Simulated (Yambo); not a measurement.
Yambo run on RbScS$_{2}$O$_{8}$ (space group P321, No. 150). The wavefunctions are norm-conserving PBEsol (Quantum ESPRESSO, 84 Ry, no spin-orbit coupling) ones on a 3×3×2 mesh (40 occupied bands); a = 5.0596 Å, b = 5.0596 Å, c = 8.7685 Å, α = 90.00°, β = 90.00°, γ = 120.00°.

Yambo input:

```
rim_cut
gw0
dyson
el_el_corr
HF_and_locXC
ppa
em1d
RandQpts= 1000000
RandGvec= 1 Ry
EXXRLvcs= 84 Ry
VXCRLvcs= 336 Ry
Chimod= "HARTREE"
% BndsRnXp
 2 | 286 |
%
NGsBlkXp= 7 Ry
% LongDrXp
 1.0 | 1.0 | 1.0 |
%
PPAPntXp= 27.2114 eV
% GbndRnge
 1 | 113 |
%
GTermKind= "BG"
DysSolver= "n"
ExtendOut
% QPkrange
 2 | 2 | 40 | 40 |
 3 | 3 | 40 | 41 |
 4 | 4 | 41 | 41 |
%
```

k points by index: 2 = A, 3 = (0, 0.333, 0), 4 = (0, 0.333, -0.5).

Resulting energies as the program prints them:

```
#    K-point    Band    Eo [eV]    E [eV]    E-Eo [eV]    Vxc [eV]    Vnlxc [eV]    Sc|Eo [eV]    Sc|E [eV]    dSc/dw|Eo [eV]    Re(Z)    Im(Z)
#
    2    40    0.000000    -1.412833    -1.412833    -20.01124    -25.76374    4.014923    4.339666    -6.254069    0.813117    -0.001124
    3    40    -0.010419    -1.418858    -1.408440    -19.97379    -25.74373    4.038489    4.361502    -6.240186    0.813455    -0.001089
    3    41    4.365489    6.680874    2.315385    -17.69660    -9.754278    -5.113497    -5.626935    -6.033662    0.818507    -0.001397
    4    41    4.363723    6.676938    2.313215    -17.68049    -9.744317    -5.110386    -5.622958    -6.029137    0.818618    -0.001394
```
(The two width columns are left out.) Convergence of these settings isn't established.

Geometry of the Materials Project entry, not relaxed at this level.

The structure is a Materials Project entry; no match was found in the copy of COD used, and its stability was not checked.
